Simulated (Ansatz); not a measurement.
GaPt2 in space group Pmma (No. 51; Pearson symbol oP24), plane-wave PAW PBE (Ansatz code), all energies at zero smearing, with the estimated change up to a 700 eV cutoff added, with one set of potentials and settings (totals compare only within such a set). Cell of 24 atoms (8 Ga, 16 Pt): -230645.211 eV.

```tsv
element	reference phase	E (eV/atom)
Ga	Cmce, 4 atoms in the cell	-3783.0209
Pt	Fm-3m, 1 atoms in the cell	-12523.0127
```

Formation energy per atom, worked out: (-230645.211 − 8×(-3783.0209) − 16×(-12523.0127))/24 = -0.535 eV/atom (-52 kJ per mol of atoms), at 0 K, without zero-point energy or fitted corrections.

The workflow started from a Materials Project entry (that database holds measured and hypothetical structures alike); the Crystallography Open Database files this formula in space group No. 51, but the cells were not matched. Whether it is the stable phase at ambient conditions was not checked. Symmetry was held in the PBE relaxation; its stability against distortions is not shown here. The run is not spin-polarised. The references are the lowest solids computed at this level, not always the standard phases. Spin–orbit coupling is left out wherever it is not named.

Potentials: the later of the program's two PAW sets.
